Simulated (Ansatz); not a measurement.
SnO2 (rutile)

```xyz
6
Lattice="4.7692 0.0000 0.0000 0.0000 4.7692 0.0000 0.0000 0.0000 3.2120" Properties=species:S:1:pos:R:3 pbc="T T T"
Sn     0.0000     0.0000     0.0000
Sn     2.3846     2.3846     1.6060
O      1.4607     1.4607     0.0000
O      3.8453     0.9239     1.6060
O      0.9239     3.8453     1.6060
O      3.3085     3.3085     0.0000
```

The slice is a (-1 2 0) plane (indices of the conventional cell) through the point (0.000, 0.000, 0.000) (fractional), spanned by u = [001] and v = [210] in vectors of this cell: u (3.21 Å) and v (10.66 Å, at 90° to u). It covers one period; positions are fractions (u, v).

Computed with PBEsol (plane waves to 420 eV, PAW, scalar-relativistic; Ansatz, a quantum-chemistry and plane-wave program). k mesh 7×7×10. Near the nuclei the fields are pseudised (PAW); where an atom keeps semicore shells as valence, they peak there. SnO2 was relaxed with its symmetry unable to fall.

Question: Sketch the electrostatic potential energy of an electron, from the cell's mean on this plane as a map.

Answer: 
| v \ u | 0.00 | 0.10 | 0.20 | 0.30 | 0.40 | 0.50 | 0.60 | 0.70 | 0.80 | 0.90 |
|---|---|---|---|---|---|---|---|---|---|---|
| 0.88 | 0.9 | 1.4 | 3.8 | 5.4 | 6.2 | 6.4 | 6.2 | 5.4 | 3.8 | 1.4 |
| 0.75 | 5.8 | 5.8 | 4.8 | 2.3 | <0.0 | <0.0 | <0.0 | 2.3 | 4.8 | 5.8 |
| 0.62 | 6.4 | 6.2 | 5.4 | 3.8 | 1.4 | 0.9 | 1.4 | 3.8 | 5.4 | 6.2 |
| 0.50 | 8.3 | 8.3 | 8.3 | 8.3 | 8.3 | 8.3 | 8.3 | 8.3 | 8.3 | 8.3 |
| 0.38 | 6.4 | 6.2 | 5.4 | 3.8 | 1.4 | 0.9 | 1.4 | 3.8 | 5.4 | 6.2 |
| 0.25 | 5.8 | 5.8 | 4.8 | 2.3 | <0.0 | <0.0 | <0.0 | 2.3 | 4.8 | 5.8 |
| 0.12 | 0.9 | 1.4 | 3.8 | 5.4 | 6.2 | 6.4 | 6.2 | 5.4 | 3.8 | 1.4 |
| 0.00 | x | x | x | <0.0 | <0.0 | 2.6 | <0.0 | <0.0 | x | x |

Values: electrostatic potential energy of an electron, from the cell's mean, in eV. Points within 0.9 Å of a nucleus are blanked (x), as the pseudised field means little there. Values under 0 eV are set to 0. The zero, the cell's mean, hangs on the PAW cores.
